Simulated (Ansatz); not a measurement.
Task: Name crystals whose computed values (plane-wave PAW LDA (Ansatz code)) fall in these windows: gap (eV) 0.99 to 1.2; G_Hill (GPa) 20 to 29.

Result: 

| crystal | gap (eV) | G_Hill (GPa) |
|---|---|---|
| Bi2S3, Pnma (Pearson symbol oP20) | 1.09 | 24.4 |
| Sb2S3, Pnma (Pearson symbol oP20) | 1.09 | 20.9 |
| SnS2, CdI2 type | 1.02 | 23.6 |
Others may fit too.

Weakly bound layers, chains or molecules computed without a dispersion correction, so cells and soft constants are ill determined: Bi2S3, Pnma (Pearson symbol oP20); Sb2S3, Pnma (Pearson symbol oP20); SnS2, CdI2 type. All cells were relaxed under the symmetry of their starts (and spin orders); stability against distortions was not tested throughout. Spin–orbit coupling is left out wherever it is not named.

Potentials: the later of the program's two PAW sets.
